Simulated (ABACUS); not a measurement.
Band structure of CsSnI3 (Pm-3m, 5 atoms in the cell; from Materials Project mp-614013, lattice scaled a little).

```
CsSnI3
1.0
    6.29063     0.00000     0.00000
    0.00000     6.29063     0.00000
    0.00000     0.00000     6.29063
Cs Sn I
1 1 3
Cartesian
  3.14532   3.14532   3.14532
  0.00000   0.00000   0.00000
  3.14532   0.00000   0.00000
  0.00000   3.14532   0.00000
  0.00000   0.00000   3.14532
```

All values come from this method and carry its errors: PBE, numerical atomic orbitals DZP (confined pseudo-atomic orbitals with Gaussian additions; energy shift 0.01 Ry), PseudoDojo 0.5 standard norm-conserving PBE (tails mended) pseudopotentials (ABACUS 3.10.1).

Settings: basis = DZP numerical atomic orbitals, energy shift 0.01 Ry; KPT = Gamma 6 6 6 0 0 0; basis_type = lcao; dft_functional = PBE; ecutwfc = 100 Ry; smearing_method = gaussian; smearing_sigma = 0.00146997 Ry; potentials = PseudoDojo 0.5 standard norm-conserving PBE (tails mended); symmetry = 1; symmetry_prec = 1e-05; nbands = 28; ks_solver = genelpa; scf_nmax = 100; scf_thr = 1.0e-07.

Spin-orbit coupling is left out, which matters for bands and gaps with elements this heavy. The atom-centred basis is finite, which shifts total energies, pressures and gaps against plane waves. The structure comes from a collection of computed structures, made at another level of theory; the collection holds predicted forms beside known ones. Its lattice was then scaled.

Predict the gap along the standard path and the places of the band edges.

The gap along the path is 0.44 eV, direct at R to within 0.01 eV.

Points are given in units of this cell's reciprocal vectors. Levels in eV from the top of the valence band on the SCF mesh, bands 19 to 23:
```tsv
point	19	20	21	22	23
Γ (0 0 0)	-1.99	-1.95	-1.95	-1.95	2.39
X (0 0.5 0)	-2.12	-2.01	-2.01	-1.48	1.15
M (0.5 0.5 0)	-2.29	-2.29	-1.52	-0.73	0.86
R (0.5 0.5 0.5)	-1.49	-1.49	-1.49	0.00	0.44
```

Higher empty bands are left out: an atom-centred basis made for the valence describes them poorly.

The atomic orbitals were generated for these runs; they are not ABACUS's published sets and were checked against plane waves on a few crystals only.

“Tails mended”: in these copies of the files the far tail of each local potential was reset to the Coulomb form.
